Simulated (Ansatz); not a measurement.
BaIrO₃:
```xyz
5
Lattice="4.0251 0.0000 0.0000 0.0000 4.0251 0.0000 0.0000 0.0000 4.0251" Properties=species:S:1:pos:R:3 pbc="T T T"
Ir     0.0000     0.0000     0.0000
Ba     2.0126     2.0126     2.0126
O      2.0126     0.0000     0.0000
O      0.0000     2.0126     0.0000
O      0.0000     0.0000     2.0126
```

Relaxed with r²SCAN.

Problem. Map the valence electron density (e/Å³), cut off at 2 on the plane through (0.000, 0.000, 0.000) spanned by u = [1, 0, 0] and v = [0, 1, 1] in lattice vectors, from r²SCAN in the plane-wave PAW code Ansatz.

Solution. x is the fraction of u, y of v (the angle between them is 90°; rows are the nearest grid lines); atoms in the plane: Ir at (0.00, 0.00), Ba at (0.50, 0.50), O at (0.50, 0.00).
```
|999973499999994379999|
|999973489999984379999|
|999952359999953259999|
|986321112333211123689|
|332110000111000011233|
|111000000000000000111|
|000000000000000000000|
|000000112333211000000|
|000001234565432100000|
|000001356666653100000|
|000012566545665210000|
|000013565212565310000|
|000013565212565310000|
|000012566545665210000|
|000001356666653100000|
|000001234565432100000|
|000000112333211000000|
|000000000000000000000|
|111000000000000000111|
|332110000111000011233|
|986321112333211123689|
|999952359999953259999|
|999973489999984379999|
|999973499999994379999|
```
Scale: ten equal steps from 0.037 (start of '0') to 2.00 (end of '9'), in the order '0123456789'; x runs from 0.000 to 1.00, y from 0.000 (bottom) to 1.00 (top).

The density is the valence pseudo-density with augmentation charge, so density and ELF within about 1 Å of a nucleus are not all-electron values.

Space group Pm-3m (cubic perovskite). The workflow started from an entry of the Crystallography Open Database (COD). Whether it is the stable phase at ambient conditions was not checked. The cell was relaxed with r²SCAN under the symmetry of its start; of distortions, only those at the zone centre were tested. No spin polarisation was allowed. Spin–orbit coupling is left out wherever it is not named.

Potentials: the later of the program's two PAW sets.
